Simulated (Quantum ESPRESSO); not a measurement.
# Mo4Se6O2: finding a planted mistake in a log

Computed values, not a measurement. The program is pw.x of Quantum ESPRESSO 7.5 (plane-wave density functional theory). The cell is made up: 12 atoms on a layered 2H lattice, with randomly drawn elements, strain and displacements, not relaxed. PseudoDojo standard norm-conserving files (v0.5 for PBE, v0.4.1 for LDA and PBEsol) set the functional; there is no spin polarisation, spin-orbit coupling or dispersion term, and the masses in the input are unused placeholders.

Intended input:

```
&control calculation='scf', pseudo_dir='./dojo.nc.sr.pbe.v0_5.standard.upf', outdir='./o', disk_io='medium', tprnfor=.true., tstress=.true. /
&system ibrav=0, nat=12, ntyp=3, nbnd=88, ecutwfc=85.99341389, nosym=.true., tot_charge=0,
 occupations='smearing', smearing='fd', degauss=0.0018374661
/
&electrons conv_thr=7.350e-09, electron_maxstep=60, /
ATOMIC_SPECIES
Mo 1.0 Mo.upf
O 1.0 O.upf
Se 1.0 Se.upf
CELL_PARAMETERS angstrom
3.2556 -0.0133 0.0341
-0.023 5.5398 0.0013
0.1364 0.003 12.7847
ATOMIC_POSITIONS angstrom
Mo 0.0538 1.8715 3.2183
Mo 1.7715 0.8913 9.5618
Mo 1.6185 4.6366 3.2528
Mo 0.0681 3.7094 9.6464
Se 0.0449 1.8169 7.9467
Se 0.0986 1.8647 11.2335
Se 1.6146 0.8932 1.6111
O 1.6791 0.9479 4.7495
Se 1.6962 4.6068 7.9633
O 1.7393 4.6175 11.1663
Se 0.0038 3.6925 1.5785
Se 0.0042 3.7283 4.7938
K_POINTS automatic
7 4 2 1 1 1
```

The log is shortened where brackets say so; the opening notice, blank lines, dates and the lines on written files are dropped, and the path of the files is cut. It prints rydbergs, bohrs and kilobars, and counts compression as positive stress. Where no state is partly filled, the Fermi energy that it prints is only some level between the filled and the empty states on the mesh, and need not lie in the true gap.

Log of the intended run:

```
     Program PWSCF v.7.5
     Parallel version (MPI & OpenMP), running on       1 processor cores
     Number of MPI processes:                 1
     Threads/MPI process:                     1
     [start-up lines left out]
     bravais-lattice index     =            0
     lattice parameter (alat)  =       6.1526  a.u.
     unit-cell volume          =    1555.8092 (a.u.)^3
     number of atoms/cell      =           12
     number of atomic types    =            3
     number of electrons       =       164.00
     number of Kohn-Sham states=           88
     kinetic-energy cutoff     =      85.9934  Ry
     charge density cutoff     =     343.9737  Ry
     scf convergence threshold =      7.3E-09
     mixing beta               =       0.7000
     number of iterations used =            8  plain     mixing
     Exchange-correlation= PBE
                           (   1   4   3   4   0   0   0)
     [axes and pseudopotential details left out]
   Cartesian axes
     site n.     atom                  positions (alat units)
         1        Mo     tau(   1) = (   0.0165243   0.5748193   0.9884803  )
         2        Mo     tau(   2) = (   0.5441049   0.2737571   2.9368460  )
         3        Mo     tau(   3) = (   0.4971120   1.4241022   0.9990768  )
         4        Mo     tau(   4) = (   0.0209165   1.1393186   2.9628303  )
         5        Se     tau(   5) = (   0.0137907   0.5580493   2.4407783  )
         6        Se     tau(   6) = (   0.0302844   0.5727307   3.4502980  )
         7        Se     tau(   7) = (   0.4959141   0.2743407   0.4948391  )
         8        O      tau(   8) = (   0.5157249   0.2911414   1.4587787  )
         9        Se     tau(   9) = (   0.5209770   1.4149493   2.4458769  )
        10        O      tau(  10) = (   0.5342149   1.4182357   3.4296579  )
        11        Se     tau(  11) = (   0.0011671   1.1341279   0.4848262  )
        12        Se     tau(  12) = (   0.0012900   1.1451236   1.4723851  )
     number of k points=    28  Fermi-Dirac smearing, width (Ry)=  0.0018
                       cart. coord. in units 2pi/alat
        k(    1) = (   0.0710756   0.0737443   0.0628904), wk =   0.0714286
        k(    2) = (   0.0724096   0.0737797  -0.0644559), wk =   0.0714286
     [further k points left out]
     Dense  grid:   167561 G-vectors     FFT dimensions: (  40,  64, 144)
     Estimated max dynamical RAM per process >     317.89 MB
     Initial potential from superposition of free atoms
     starting charge     163.9938, renormalised to     164.0000
     Starting wfcs are  102 randomized atomic wfcs
     total cpu time spent up to now is       49.6 secs
     per-process dynamical memory:   178.2 Mb
     Self-consistent Calculation
     iteration #  1     ecut=    85.99 Ry     beta= 0.70
     Davidson diagonalization with overlap
     ethr =  1.00E-02,  avg # of iterations =  2.0
     total cpu time spent up to now is      160.4 secs
     total energy              =   -2081.43466992 Ry
     estimated scf accuracy    <       3.18669048 Ry
     iteration #  2     ecut=    85.99 Ry     beta= 0.70
     Davidson diagonalization with overlap
     ethr =  1.94E-03,  avg # of iterations =  7.0
     total cpu time spent up to now is      371.0 secs
     total energy              =   -2077.77693381 Ry
     estimated scf accuracy    <      57.50487166 Ry
     [iterations 3 to 19 left out]
     iteration # 20     ecut=    85.99 Ry     beta= 0.70
     Davidson diagonalization with overlap
     ethr =  4.08E-11,  avg # of iterations =  5.2
     total cpu time spent up to now is     2534.2 secs
     total energy              =   -2083.45291170 Ry
     estimated scf accuracy    <       0.00000003 Ry
     iteration # 21     ecut=    85.99 Ry     beta= 0.70
     Davidson diagonalization with overlap
     ethr =  1.55E-11,  avg # of iterations =  3.4
     total cpu time spent up to now is     2608.6 secs
     End of self-consistent calculation
     [lines on levels left out]
     the Fermi energy is    11.8961 ev
!    total energy              =   -2083.45291170 Ry
     estimated scf accuracy    <          4.4E-09 Ry
     smearing contrib. (-TS)   =      -0.00000000 Ry
     internal energy E=F+TS    =   -2083.45291170 Ry
     The total energy is F=E-TS. E is the sum of the following terms:
     one-electron contribution =   -1135.66764080 Ry
     hartree contribution      =     621.58419315 Ry
     xc contribution           =    -389.46777290 Ry
     ewald contribution        =   -1179.90169115 Ry
     convergence has been achieved in  21 iterations
     Forces acting on atoms (cartesian axes, Ry/au):
     atom    1 type  1   force =    -0.03783994   -0.09729305    0.11395180
     atom    2 type  1   force =    -0.05751703   -0.04814298    0.13312818
     atom    3 type  1   force =     0.01843283    0.07037931    0.03478054
     atom    4 type  1   force =     0.00018428    0.07413963    0.07583470
     atom    5 type  3   force =     0.04512361    0.03835352   -0.04489090
     atom    6 type  3   force =     0.00771212   -0.02573472    0.02049707
     atom    7 type  3   force =     0.02983746    0.03113845   -0.04244637
     atom    8 type  2   force =    -0.00108139   -0.00132616   -0.15126420
     atom    9 type  3   force =     0.00529832   -0.03373079   -0.02318627
     atom   10 type  2   force =    -0.00103663   -0.00519059   -0.16111250
     atom   11 type  3   force =     0.00275002    0.00262710   -0.03848711
     atom   12 type  3   force =    -0.01186366   -0.00521972    0.08319506
     Total force =     0.366696     Total SCF correction =     0.000273
     Computing stress (Cartesian axis) and pressure
          total   stress  (Ry/bohr**3)                   (kbar)     P=       -7.46
  -0.00016297   0.00006259  -0.00018391          -23.97        9.21      -27.05
   0.00006259   0.00001628  -0.00013682            9.21        2.40      -20.13
  -0.00018391  -0.00013682  -0.00000539          -27.05      -20.13       -0.79
     init_run     :     45.83s CPU     49.45s WALL (       1 calls)
     electrons    :   2473.88s CPU   2559.17s WALL (       1 calls)
     forces       :      9.82s CPU      9.99s WALL (       1 calls)
     stress       :     35.90s CPU     37.04s WALL (       1 calls)
     [timing details left out]
     PWSCF        :  42m45.76s CPU  44m17.66s WALL
     JOB DONE.
```

A second run was made from an input with one planted mistake. Its log:

```
     Program PWSCF v.7.5
     Parallel version (MPI & OpenMP), running on       4 processor cores
     Number of MPI processes:                 4
     Threads/MPI process:                     1
     [start-up lines left out]
     bravais-lattice index     =            0
     lattice parameter (alat)  =       6.1526  a.u.
     unit-cell volume          =    1555.8092 (a.u.)^3
     number of atoms/cell      =           12
     number of atomic types    =            3
     number of electrons       =       164.00
     number of Kohn-Sham states=           88
     kinetic-energy cutoff     =      85.9934  Ry
     charge density cutoff     =     343.9737  Ry
     scf convergence threshold =      7.3E-09
     mixing beta               =       0.7000
     number of iterations used =            8  plain     mixing
     Exchange-correlation= PBE
                           (   1   4   3   4   0   0   0)
     [axes and pseudopotential details left out]
   Cartesian axes
     site n.     atom                  positions (alat units)
         1        Mo     tau(   1) = (   0.0165243   0.5748193   0.9884803  )
         2        Mo     tau(   2) = (   0.5441049   0.2737571   2.9368460  )
         3        Mo     tau(   3) = (   0.4971120   1.4241022   0.9990768  )
         4        Mo     tau(   4) = (   0.0209165   1.1393186   2.9628303  )
         5        Se     tau(   5) = (   0.0137907   0.5580493   2.4407783  )
         6        Se     tau(   6) = (   0.0302844   0.5727307   3.4502980  )
         7        O      tau(   7) = (   0.4959141   0.2743407   0.4948391  )
         8        Se     tau(   8) = (   0.5157249   0.2911414   1.4587787  )
         9        Se     tau(   9) = (   0.5209770   1.4149493   2.4458769  )
        10        O      tau(  10) = (   0.5342149   1.4182357   3.4296579  )
        11        Se     tau(  11) = (   0.0011671   1.1341279   0.4848262  )
        12        Se     tau(  12) = (   0.0012900   1.1451236   1.4723851  )
     number of k points=    28  Fermi-Dirac smearing, width (Ry)=  0.0018
                       cart. coord. in units 2pi/alat
        k(    1) = (   0.0710756   0.0737443   0.0628904), wk =   0.0714286
        k(    2) = (   0.0724096   0.0737797  -0.0644559), wk =   0.0714286
     [further k points left out]
     Dense  grid:   167561 G-vectors     FFT dimensions: (  40,  64, 144)
     Estimated max dynamical RAM per process >     514.82 MB
     Estimated total dynamical RAM >       1.89 GB
     Initial potential from superposition of free atoms
     starting charge     163.9938, renormalised to     164.0000
     Starting wfcs are  102 randomized atomic wfcs
     total cpu time spent up to now is       11.1 secs
     per-process dynamical memory:   379.6 Mb
     Self-consistent Calculation
     iteration #  1     ecut=    85.99 Ry     beta= 0.70
     Davidson diagonalization with overlap
     ethr =  1.00E-02,  avg # of iterations =  2.0
     total cpu time spent up to now is       34.3 secs
     total energy              =   -2081.11334582 Ry
     estimated scf accuracy    <       3.48144399 Ry
     iteration #  2     ecut=    85.99 Ry     beta= 0.70
     Davidson diagonalization with overlap
     ethr =  2.12E-03,  avg # of iterations =  7.4
     total cpu time spent up to now is       69.7 secs
     total energy              =   -2075.60312828 Ry
     estimated scf accuracy    <      96.60786046 Ry
     [iterations 3 to 21 left out]
     iteration # 22     ecut=    85.99 Ry     beta= 0.70
     Davidson diagonalization with overlap
     ethr =  1.44E-11,  avg # of iterations =  4.9
     total cpu time spent up to now is      582.3 secs
     total energy              =   -2083.39119505 Ry
     estimated scf accuracy    <       0.00000001 Ry
     iteration # 23     ecut=    85.99 Ry     beta= 0.70
     Davidson diagonalization with overlap
     ethr =  8.96E-12,  avg # of iterations =  2.0
     total cpu time spent up to now is      601.9 secs
     End of self-consistent calculation
     [lines on levels left out]
     the Fermi energy is    11.8361 ev
!    total energy              =   -2083.39119504 Ry
     estimated scf accuracy    <          6.6E-09 Ry
     smearing contrib. (-TS)   =      -0.00000000 Ry
     internal energy E=F+TS    =   -2083.39119504 Ry
     The total energy is F=E-TS. E is the sum of the following terms:
     one-electron contribution =   -1203.89371917 Ry
     hartree contribution      =     655.44861987 Ry
     xc contribution           =    -389.51032337 Ry
     ewald contribution        =   -1145.43577237 Ry
     convergence has been achieved in  23 iterations
     Forces acting on atoms (cartesian axes, Ry/au):
     atom    1 type  1   force =     0.00043441   -0.07348520   -0.19499169
     atom    2 type  1   force =    -0.05780605   -0.04718631    0.13267995
     atom    3 type  1   force =     0.01530515    0.05032868   -0.16480569
     atom    4 type  1   force =     0.00007756    0.07331677    0.07652296
     atom    5 type  3   force =     0.04486889    0.03967377   -0.03892164
     atom    6 type  3   force =     0.00724741   -0.02803511    0.02628582
     atom    7 type  2   force =     0.00315818    0.00670084    0.17204151
     atom    8 type  3   force =    -0.00884988    0.02040954    0.11641928
     atom    9 type  3   force =     0.00513507   -0.03475206   -0.01991211
     atom   10 type  2   force =    -0.00078546   -0.00625551   -0.16471686
     atom   11 type  3   force =     0.00212686    0.01585376   -0.03393230
     atom   12 type  3   force =    -0.01091212   -0.01656917    0.09333076
     Total force =     0.444297     Total SCF correction =     0.000488
     Computing stress (Cartesian axis) and pressure
          total   stress  (Ry/bohr**3)                   (kbar)     P=        6.30
  -0.00005242   0.00010461  -0.00014141           -7.71       15.39      -20.80
   0.00010461   0.00009708  -0.00007493           15.39       14.28      -11.02
  -0.00014141  -0.00007493   0.00008373          -20.80      -11.02       12.32
     init_run     :     10.21s CPU     10.85s WALL (       1 calls)
     electrons    :    574.21s CPU    590.92s WALL (       1 calls)
     forces       :      4.30s CPU      4.41s WALL (       1 calls)
     stress       :     12.35s CPU     12.78s WALL (       1 calls)
     [timing details left out]
     PWSCF        :  10m 1.44s CPU  10m19.54s WALL
     JOB DONE.
```

Question: what was wrong in the second input?

Answer: two atoms have their elements exchanged. The input lines that differ, file-writing options aside:

```
- Se 1.6146 0.8932 1.6111
+ O 1.6146 0.8932 1.6111
- O 1.6791 0.9479 4.7495
+ Se 1.6791 0.9479 4.7495
```

|  | intended run | run with the mistake |
| --- | --- | --- |
| free energy (eV) | -28346.821 | -28345.981 |
| smearing term -TS (eV) | 0.0000 | 0.0000 |
| pressure (GPa) | -0.75 | 0.63 |
| largest force component (eV/Å) | 4.142 | 5.013 |
| largest change of a force component (eV/Å) |  | 7.943 |
| iterations | 21 | 23 |

For scale, a rerun of the intended cell at a cutoff of 1467 eV and k mesh 9 x 6 x 4 moved values by no more than 0.004 eV in energy, 0.02 GPa in stress and 0.003 eV/Å in force.